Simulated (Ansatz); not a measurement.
Find the missing element

Cell vectors (Å):

```
4.0805 0.0000 0.0000
0.0000 4.0805 0.0000
0.0000 0.0000 4.0805
```

```json
{"atom": "X", "a": "0.0000", "b": "0.0000", "c": "0.0000"}
{"atom": "Zn", "a": "0.5000", "b": "0.5000", "c": "0.5000"}
```

The calculation used r²SCAN, all-electron PAW in Ansatz 0.2.0, datasets made for the crystal, scalar-relativistic. k mesh 10×10×10, strains of ±0.005, Fermi-Dirac smearing of 0.100 eV.

Elastic constants of a crystal by Kohn-Sham DFT: slopes of the stress over finite engineering strains of the given cell, Voigt indices, Cartesian axes as in the cell vectors.

```csv
index,elastic (GPa)
11,41.9
12,12.9
44,17.5
```

Task: All X atoms are one element. Which one was computed?

Result: Ba; the crystal is BaZn (Pm-3m, a database entry that needn't be its stable phase).

Caveats: responses of metals move with mesh and smearing.
